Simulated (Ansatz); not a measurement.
Base run

Ansatz input (lattice in Å, positions in fractions of it; a bare `kind: paw` takes the build's default datasets)
```yaml
crystal:
  lattice:
    - [0.0, 2.355, 2.355]
    - [2.355, 0.0, 2.355]
    - [2.355, 2.355, 0.0]
  atoms:
    - { symbol: Zr, position: [0.0073547805, 0.0073547805, 0.0073547805] }
    - { symbol: C, position: [0.5, 0.5, 0.5] }
kpoints:
  mp_grid: { grid: [4, 4, 4] }
hamiltonian:
  xc: hse06
  pseudopotentials: { kind: paw }
scf:
  occupations: { method: fermi_dirac, width: 0.1 }
output:
  forces: true
  stress: true
  eigenvalues: true
```

Computed with HSE06, plane waves, PAW datasets (generated soft set 1) (Ansatz).

The cutoff used is 420 eV.

The stress includes the program's correction for the finite plane-wave basis.

It gives a pressure of -2.64 GPa and an rms force of 0.139 eV/Å.

What changes with an exchange cutoff ratio of 1?

The pressure is unchanged to within 0.01 GPa, the forces move by 0.0 meV/Å (rms), and the free energy changes by +0.08 meV/atom.

What changes with an exchange cutoff ratio of 2?

The pressure stays the same within 0.01 GPa, the forces move by 0.0 meV/Å (rms), and the free energy changes by 0.00 meV/atom.

What changes with the regularized exchange singularity in place of the Wigner–Seitz cut?

The pressure goes down by 0.05 GPa, the forces move by 1.6 meV/Å (rms), and the free energy changes by -0.96 meV/atom.

The k-mesh is coarse, so these values belong to this mesh and can lie far from the converged ones.
